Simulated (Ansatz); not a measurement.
AlGaN₂:
```
CELL_PARAMETERS angstrom
      3.13853     0.00000     0.00000
      0.00000     3.13853     0.00000
      0.00000     0.00000     4.42236
ATOMIC_POSITIONS crystal
  Al 0.50000 0.50000 0.50000
  Ga 0.00000 0.00000 0.00000
  N  0.50000 0.00000 0.73908
  N  0.00000 0.50000 0.26092
```

Relaxed with r²SCAN. Special points in fractions of this cell's reciprocal vectors: Γ (0.000, 0.000, 0.000); X (0.000, 0.500, 0.000); M (0.500, 0.500, 0.000); Z (0.000, 0.000, 0.500); R (0.000, 0.500, 0.500); A (0.500, 0.500, 0.500).

Task: List the band energies nearest the valence-band maximum at these points for plane-wave PAW r²SCAN (Ansatz code).

Result: In eV from the valence-band maximum; about four levels below and three above (degenerate sets whole), none deeper than 8.9 eV; points with the same levels are listed once.

| k | below | above |
|---|---|---|
| Γ | -2.39 -2.39 -0.21 0.00 0.00 | 3.37 4.09 8.39 |
| X | -2.98 -2.90 -1.04 -0.67 | 7.80 7.84 8.74 |
| M | -2.35 -2.32 -2.32 -2.32 | 3.85 3.85 7.04 |
| Z | -1.62 -1.62 -0.99 -0.99 | 5.83 5.99 8.73 |
| R | -1.02 -0.91 -0.62 -0.55 | 5.84 7.31 10.02 |
| A | -4.02 -3.35 -3.24 -3.24 | 6.79 6.79 9.66 |

Space group P-4m2. The first step of the workflow began from a Materials Project structure, measured or hypothetical; the Crystallography Open Database copy checked does not list it. With Al and Ga taken as one species the cell has the higher symmetry F-43m, so it may be an ordered model of a mixed-site phase. Whether it is the stable phase at ambient conditions was not checked. The r²SCAN relaxation kept the symmetry of its start; of distortions, only those at the zone centre were tested. Scalar-relativistic: spin–orbit coupling is off unless named, which matters more the heavier the elements.

Potentials: the later of the program's two PAW sets.
